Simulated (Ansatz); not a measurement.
**Zone-centre phonons of Be$_{3}$SnSe at -2.2 GPa: input and output**

Computed with DFT LDA, scalar-relativistic, plane waves, PAW (Ansatz 0.2.0).

Launched with:
```bash
ansatz run input.yaml --threads 1 --pin off --max-ram 1280MiB --backend cpu --events-out ev --progress --plain --runs-dir out
```

Input (bare energies are in eV):
```yaml
crystal:
  lattice:
    - [4.3681, 0.0, 0.0]
    - [0.0, 4.3681, 0.0]
    - [0.0, 0.0, 4.3681]
  atoms:
    - { symbol: Sn, position: [0.0, 0.0, 0.0] }
    - { symbol: Se, position: [0.5, 0.5, 0.5] }
    - { symbol: Be, position: [0.5, 0.5, 0.0] }
    - { symbol: Be, position: [0.5, 0.0, 0.5] }
    - { symbol: Be, position: [0.0, 0.5, 0.5] }
basis:
  ecutwfc: 420
kpoints:
  mp_grid: { grid: [8, 8, 8] }
hamiltonian:
  xc: lda
scf:
  occupations: { method: fermi_dirac, width: 0.15 }
output:
  eigenvalues: true
phonons:
  method: dfpt
  eigenvectors: true
```

Results section of the output:
```
--- Phonons (Γ-DFPT): 4 representative perturbations + reference, on 125 of 512 k-points (Σ response iterations 28) ---
  k mesh reduced under 8 symmetry operations, with k and −k counted as one. Each operation leaves every solved displacement unchanged or reverses it
  ASR residual: 1.183e-4 → 0.000e0 eV/Å²; symmetrization residual: 6.616e-6 eV/Å²
  ASR residual per site (eV/Å²): 2.59e-5 1.18e-4 4.58e-5 4.58e-5 4.58e-5
  Γ frequencies (cm⁻¹): -370.80 -370.80 -370.80 -356.13 -356.13 -356.13 0.00 0.00 0.00 50.17 50.17 50.17 558.78 558.78 558.78
  non-analytic LO–TO correction: not included (Born effective charges unavailable; polar crystals: no LO–TO splitting at Γ)
```

Its imaginary modes show that this cell, the ideal cubic antiperovskite prototype, isn't a minimum of the energy. In a metal, frequencies and elastic constants depend on the k mesh and the smearing, soft modes and shear constants most. Spin–orbit coupling is left out, which matters for heavy elements. A semilocal functional can close a gap that the real compound has.

Negative frequencies stand for imaginary ones: the cell is unstable against these modes.